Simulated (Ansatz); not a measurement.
Ta3N5: do energies and stresses tell the same story?

These are results of DFT r2SCAN, scalar-relativistic, plane waves, PAW in Ansatz 0.2.0, not measurements.

Settings: cutoff 500 eV, Γ-centred mesh 8×8×4 on the computed 16-atom cell, Gaussian smearing of 0.02 eV; no spin polarisation.

Relaxed cell: Cmcm, a = 3.872 Å, b = 10.261 Å, c = 10.296 Å, α = 90.00°, β = 90.00°, γ = 90.00°, 16 atoms in the primitive cell. Whether it is the stable form of this composition wasn't checked.

Energies at zero smearing and pressures from the stress tensor, at volumes with shape and atoms relaxed:
```
V (Å³/atom) E − E(first) (meV/atom) P (GPa)
     11.251                     0.00    42.92
     11.634                   -86.47    29.66
     12.018                  -143.44    18.23
     12.401                  -175.01     8.41
     12.785                  -184.81     0.00
     13.168                  -175.98    -7.17
     13.552                  -151.36   -13.22
```

**Question.** Check P = −dE/dV between neighbouring volumes, and get the bulk modulus from the pressures alone.

**Answer.** With 1 eV/Å³ = 160.2 GPa:
```
middle V (Å³/atom)  −ΔE/ΔV (GPa) mean P (GPa)
            11.442        36.123        36.289
            11.826        23.795        23.940
            12.210        13.191        13.317
            12.593         4.092         4.204
            12.977        -3.687        -3.588
            13.360       -10.286       -10.195
```

The two differ by 0.17 GPa at most. The mean of two end pressures misses the average over a step by about ΔV² P″/12, up to 0.17 GPa here; with that taken off 0.00 GPa remains. Around V = 12.785 Å³/atom, the two neighbours give B = −V ΔP/ΔV = 12.785 × 15.58 / 0.767 = 259.7 GPa, against B0 = 258.4 GPa from the Birch–Murnaghan fit of the energies.

Spin–orbit coupling is left out, which can shift energies with elements as heavy as these.

Cost: 8 runs of about 2.2 core-hours in all, on Intel Xeon Processor @ 2.70GHz (shared hosts).